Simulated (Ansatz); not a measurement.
CuIr₂S₄: reading a single point

```xyz
14
Lattice="0.0481 4.9013 4.8059 4.9002 -0.0665 4.9204 4.9985 5.1143 -0.1648" Properties=species:S:1:pos:R:3 pbc="T T T"
Cu    4.9876    0.2300    4.8702
Cu    2.2402    2.5315    2.4477
Ir    6.1328    6.3404    6.0209
Ir    6.0582    3.5322    3.7153
Ir    3.7880    3.5917    6.1563
Ir    3.7399    6.3777    3.4862
S     4.1045    3.7696    3.7332
S     8.3812    6.3771    6.0964
S     6.1191    6.1034    3.5876
S     6.4605    8.6896    5.8916
S     4.0060    6.0827    5.9106
S     8.5101    8.3869    8.4424
S     6.1323    3.9194    5.9977
S     6.3170    6.3655    8.1933
```

Single point in Ansatz 0.2.0 with m-r2SCAN, no spin polarisation. Cutoff 500 eV, PAW datasets, 3×3×3 (shifted by 0, 0.5, 0.5 steps) k mesh, gaussian filling (width 0.0183 eV).

Task: Which atom feels the largest force, and which way?

Result: The largest is on S7: 9.68 eV/Å, components (-9.60, 1.19, 0.36). It makes 178° with the line to a nearest neighbour, Ir4 at 1.97 Å, pointing away from it.

Task: Is it stable against the elements?

Result: -0.16 eV an atom against the elements' usual phases (free molecules for gases, crystals otherwise, with no correction for O₂ or N₂), so it is bound against them; other compounds may still compete. Relaxing would lower it.

Task: How is the charge shared?

Result: Bader charges in e: Cu +0.57, Ir +0.57 to +0.63, S -0.56 to -0.33. In the mean Ir gives up most and S takes most.

Task: Is the cell too large or too small?

Result: The pressure is 8.9 GPa (compression positive), so with the atoms held at these fractions the cell would first expand; the forces are large, so a full relaxation may end otherwise. The principal stresses -1.2, 8.0, 20.0 GPa differ, so its shape would change too.

Task: Metal or insulator?

Result: It is a metal on this mesh, though the bands barely overlap, with about 8.1 states/eV a cell as the mean within 0.25 eV of the Fermi level, mostly S p (51 %) and Ir d (33 %).

Origin: a strained cell with displaced atoms, so it need not be a known compound. Caveats: many states at the Fermi level without spin polarisation, so a magnetic state may lie lower; the k mesh is coarse if the cell is a metal; atoms or cell far from equilibrium; m-r2SCAN is r2SCAN with a changed spin dependence that lowers moments.
